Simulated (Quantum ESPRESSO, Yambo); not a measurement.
KNH$_{2}$ (space group P2_1/m, No. 11). The geometry is that of Materials Project entry mp-24428, symmetrised and not relaxed again. Chain: norm-conserving LDA (Quantum ESPRESSO, 84 Ry, scalar-relativistic); G0W0 in Yambo (4×4×2 Γ-centred k mesh, 148 bands and a 7 Ry block in the screening, 148 bands in G with the Bruneval-Gonze terminator, plasmon pole fitted at 27.2 eV); BSE (4×6×4 mesh, 6 valence and 11 conduction bands, static screening with 54 bands and a 3 Ry block, scissor 2.28 eV, Tamm-Dancoff).

```json
{
 "LDA gap (dense path)": "1.94 eV",
 "LDA gap Γ → Γ on the GW mesh": "1.94 eV",
 "LDA smallest direct gap on the GW mesh, at Γ": "1.94 eV",
 "G0W0 direct gap at that point": "4.22 eV",
 "G0W0 correction to the gap Γ → Γ": "2.28 eV",
 "lowest_exciton": "no binding energy given (see below)"
}
```

Rough cost of the Yambo steps against G0W0 for 4 states: BSE within a factor of two.

Nearest settings tried, and what they do to the gap: 115 bands in W, 115 bands in G: +0 meV; 6 Ry block (181 vectors against 219): -42 meV; 4×4×4 mesh: +16 meV. So the settings aren't converged at that level. The BSE states are vertical excitations (zero momentum). The lowest state covers only about 3 of the 96 k points, so the mesh doesn't resolve it: its energy and its distance from the direct gap are mesh artefacts. An extended exciton needs a far denser mesh. Axes are Cartesian, with cell vectors (Å) (4.55, 0.00, 0.00), (0.00, 3.74, 0.00), (-0.57, 0.00, 6.16).
